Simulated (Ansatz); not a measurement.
**NaWO3 (Pm-3m), two-dimensional strain map**

These are results of DFT PBEsol, scalar-relativistic, plane waves, PAW (Ansatz 0.2.0), not measurements. Settings: plane waves to 420 eV, k-mesh 12×12×12 (Γ-centred), Gaussian smearing 0.15 eV. Spin–orbit coupling is left out, which can shift energies with elements as heavy as these. No spin polarisation. Energies are free energies at this smearing, counted from the undisturbed cell; pressure is positive in compression.

The undisturbed cell (as given, not relaxed at this level; it stands at 4.5 GPa, and it needn't be the usual structure):

```
CELL_PARAMETERS angstrom
3.85000 0.00000 0.00000
0.00000 3.85000 0.00000
0.00000 0.00000 3.85000
ATOMIC_POSITIONS crystal
Na 0.00000 0.00000 0.00000
W 0.50000 0.50000 0.50000
O 0.50000 0.50000 0.00000
O 0.00000 0.50000 0.50000
O 0.50000 0.00000 0.50000
```

The cell is strained by p along both x and y and by q along z, fractional coordinates fixed. Points are written (p, q).

Energy above the undisturbed cell in meV/atom (a dash: not computed):

```csv
p \ q,-0.030,-0.015,0.000,0.015,0.030
-0.030,106.1,80.1,64.7,58.2,?
-0.015,55.7,32.8,20.4,17.0,21.0
0.000,29.5,9.5,0.0,-0.6,?
0.015,?,6.9,0.1,2.1,11.6
0.030,?,22.0,17.8,22.2,34.1
```

(1) Fill in the withheld energies.

Results:

(1) (-0.030, 0.030): 59.4; (0.000, 0.030): 6.2; (0.015, -0.030): 24.1; (0.030, -0.030): 36.6.

Symmetry holds off the tilts and polar distortions that many cubic perovskites undergo.